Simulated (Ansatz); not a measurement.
Relaxed-ion elastic tensor of BAs (rock salt, Fm-3m) in GPa (Voigt order), plane-wave PAW PBEsol (Ansatz code); density 5.96 g/cm³, 11.94 Å³ per atom.

|  | 1 | 2 | 3 | 4 | 5 | 6 |
|---|---|---|---|---|---|---|
| 1 | 229 | 97.2 | 97.2 | 0.0 | 0.0 | 0.0 |
| 2 | 97.2 | 229 | 97.2 | 0.0 | 0.0 | 0.0 |
| 3 | 97.2 | 97.2 | 229 | 0.0 | 0.0 | 0.0 |
| 4 | 0.0 | 0.0 | 0.0 | 60.3 | 0.0 | 0.0 |
| 5 | 0.0 | 0.0 | 0.0 | 0.0 | 60.3 | 0.0 |
| 6 | 0.0 | 0.0 | 0.0 | 0.0 | 0.0 | 60.3 |

Task: Is the crystal mechanically stable?

Result: Yes: the smallest eigenvalue of C is 60.3 GPa.

Task: Work out the Voigt, Reuss and Hill averages.

Result: K_V = 141, K_R = 141, K_H = 141; G_V = 62.5, G_R = 62.4, G_H = 62.5 GPa.

Task: Give Young's modulus, Poisson's ratio, Pugh's ratio and the universal anisotropy index.

Result: E = 9KG/(3K + G) = 163 GPa; ν = 0.31; K/G = 2.26 (ductile by the Pugh limit of 1.75); A_U = 5G_V/G_R + K_V/K_R − 6 = 0.01.

Task: Estimate the sound speeds and the Debye temperature.

Result: v_l = √((K + 4G/3)/ρ) = 6140 m/s, v_t = √(G/ρ) = 3240 m/s, mean 3620 m/s; Θ = (h/k)(3n/4πV)^(1/3) v_m = 471 K.

Task: Give the Zener ratio and Young's modulus along [100], [110] and [111].

Result: A = 2C44/(C11 − C12) = 0.91; 1/E = S11 − 2(S11 − S12 − S44/2)Γ with Γ = 0, 1/4, 1/3 gives 171, 161, 158 GPa.

The start of the workflow was typed in or built on a structure type; neither database checked (COD, Materials Project) lists it. It is not the phase usual at ambient conditions (space group No. 216). Symmetry was held in the PBEsol relaxation. At this level the phase is dynamically unstable (imaginary phonons). Its formation energy is positive at this level, so the cell may be metastable or incomplete. As this level gives no gap, shear constants depend on the k-mesh and smearing (Fermi–Dirac, 0.1 eV here).

Potentials: the later of the program's two PAW sets.
